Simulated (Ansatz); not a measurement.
## CoSn

Computed with Ansatz (plane waves, PAW, 500 eV cutoff): r²SCAN, scalar-relativistic, collinear spin, Γ-centred 6×6×8 mesh, 0.05 eV Gaussian smearing; PAW files: Ansatz's generated set soft_2.

```
Co Sn
1.0
     5.24375    0.00000    0.00000
    -2.62187    4.54122    0.00000
     0.00000    0.00000    4.18294
Co Sn
3 3
Cartesian
  -1.3109 2.2706 0.0000
  1.3109 2.2706 0.0000
  2.6219 0.0000 0.0000
  2.6219 1.5137 2.0915
  0.0000 3.0275 2.0915
  0.0000 0.0000 0.0000
```

The chain of runs began from a structure of the Materials Project database, expanded in volume; all values here are this work's own. Such entries can be computed or ordered models and not known phases.

Magnetic state: non-magnetic, site spin moments none.

The cell has space group P6/mmm (read at 0.01 Å). In it the stress is -0.02, -0.02, 0.05, 0.00, 0.00, 0.00 GPa, so the shape isn't fully relaxed, and the largest force component 0.000 eV/Å. Each change below starts from this cell, without further relaxation. Stress is in GPa, positive in compression, in the order xx, yy, zz, yz, xz, xy; energies are counted from the cell above and are free energies with the smearing's entropy, which match forces and stress in a metal.

Q: A single strain component, atoms carried along, gave the stress -0.67, -0.67, -2.80, 0.00, 0.00, 0.00. Which component, and about how large?

A: An engineering strain of 1 % in zz; the energy changes by 8.6 meV per cell.
